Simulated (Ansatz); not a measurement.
## Band structure of CsO

```
Cs O
1.0
    -2.16685    3.21868    3.77883
     2.16685   -3.21868    3.77883
     2.16685    3.21868   -3.77883
Cs O
2 2
Cartesian
  0.0000 0.0000 1.9163
  0.0000 0.0000 5.6413
  0.0000 3.9731 0.0000
  0.0000 2.4642 0.0000
```

Atoms are numbered in the order listed.

The cell is the one relaxed in the Materials Project (mp-7896), not relaxed further here; entries there can be hypothetical.

No spin–orbit coupling, which matters for the heavy atoms here.

All numbers below come from DFT, LDA, all-electron LAPW, scalar-relativistic (Ansatz 0.2.0).

Numerical set-up: a Γ-centred 7×7×7 k mesh, Fermi–Dirac smearing of 0.01 eV, basis error target 1 meV/atom, no spin polarisation.

Points in fractions of the reciprocal vectors of this cell: Γ (0, 0, 0), X (0.5, 0.5, -0.5), F2 (0.332, 0.668, -0.332), Σ0 (-0.332, 0.332, 0.332), Y0 (0.431, -0.431, 0.431), U0 (0.569, 0.431, -0.431). The path joins them by straight lines in the order Γ–X–F2–Σ0–Γ–Y0–U0–X–Γ; legs that retrace an earlier one aren't tabulated. Energies are in eV from the top of the valence band.

Metal or insulator at this level of theory?

An insulator or semiconductor: gap 1.52 eV, indirect from Γ to the line Γ–Y0 (0.431, -0.431, 0.431).

Tabulate bands 42 to 48, counted from the lowest band of the run, along the path.


```
k (1/Å)  point  band 42  band 43  band 44  band 45  band 46  band 47  band 48
   0.00      Γ    -3.86    -3.81    -0.71     0.00     1.63     2.05     2.82
   0.21           -3.86    -3.79    -0.67    -0.12     1.87     2.32     3.05
   0.42           -3.95    -3.65    -0.58    -0.36     2.35     2.82     2.91
   0.62           -4.00    -3.55    -0.55    -0.48     2.10     3.21     3.37
   0.83      X    -4.01    -3.52    -0.62    -0.44     1.91     3.48     3.54
   0.95           -3.95    -3.53    -0.63    -0.46     2.01     3.48     3.60
   1.07           -3.80    -3.53    -0.64    -0.49     2.25     3.48     3.80
   1.20           -3.64    -3.50    -0.65    -0.55     2.47     3.47     4.11
   1.32     F2    -3.51    -3.46    -0.63    -0.60     2.51     3.44     4.24
   1.56           -3.46    -3.40    -0.74    -0.47     2.55     3.36     4.79
   1.80           -3.46    -3.34    -0.79    -0.38     2.67     3.29     4.84
   2.04           -3.46    -3.40    -0.74    -0.47     2.55     3.36     4.79
   2.28     Σ0    -3.51    -3.46    -0.63    -0.60     2.51     3.44     4.24
   2.52           -3.47    -3.39    -0.70    -0.50     2.50     3.25     4.20
   2.76           -3.65    -3.44    -0.75    -0.28     2.61     2.83     3.67
   3.00           -3.83    -3.65    -0.74    -0.08     2.08     2.30     3.07
   3.24      Γ    -3.86    -3.81    -0.71     0.00     1.63     2.05     2.82
   3.45           -3.82    -3.78    -0.66    -0.11     1.52     2.68     3.10
   3.66           -3.75    -3.73    -0.55    -0.35     1.77     3.04     4.14
   3.87           -3.81    -3.62    -0.56    -0.48     2.08     2.74     4.48
   4.08     Y0    -3.96    -3.54    -0.62    -0.45     1.95     3.19     3.71
   4.35           -3.85    -3.61    -0.54    -0.49     2.25     2.98     4.04
   4.63           -3.81    -3.65    -0.53    -0.45     2.34     3.64     3.71
   4.90           -3.85    -3.61    -0.54    -0.49     2.25     2.98     4.04
   5.17     U0    -3.96    -3.54    -0.62    -0.45     1.95     3.19     3.71
   5.21           -3.98    -3.53    -0.62    -0.44     1.93     3.28     3.64
   5.24           -3.99    -3.53    -0.62    -0.44     1.92     3.37     3.58
   5.27           -4.00    -3.52    -0.62    -0.44     1.91     3.44     3.55
   5.31      X    -4.01    -3.52    -0.62    -0.44     1.91     3.48     3.54
```

Kohn–Sham gaps of semilocal functionals usually fall short of measured ones.
